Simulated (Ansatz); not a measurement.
Relaxed candidate structures of LiH:

A. Fm-3m (No. 225), cF8, rock salt type; a = b = c = 4.0052 Å, α = β = γ = 90.00°; H 4a (0.000, 0.000, 0.000); Li 4b (0.500, 0.500, 0.500)

B. Pm-3m (No. 221), cP2, CsCl type; a = 2.501 Å, b = 2.501 Å, c = 2.501 Å, α = 90.00°, β = 90.00°, γ = 90.00°; Li 1a (0.000, 0.000, 0.000); H 1b (0.500, 0.500, 0.500)

Question: Rank these by energy per atom (lowest first), as r2SCAN (plane waves to 500 eV, PAW, scalar-relativistic; Ansatz, an electronic-structure program) gives it.

Answer: A (reference, the lowest among the structures calculated here), B (+0.241 eV/atom)

Question: Give each candidate's band gap.

Answer: No candidate is metallic. A: 3.63 eV (no spin-orbit coupling); B: 1.12 eV (no spin-orbit coupling).

Each run could gain symmetry but not lose that of its start, so entries can be saddle points. From databases, or of a type measured for this composition: Fm-3m, cF8, rock salt type; the others are generated cells (placed on structure types, drawn at random, substituted or restacked) that were not matched to a known phase here. Static energies at zero pressure. No spin polarisation in the result.
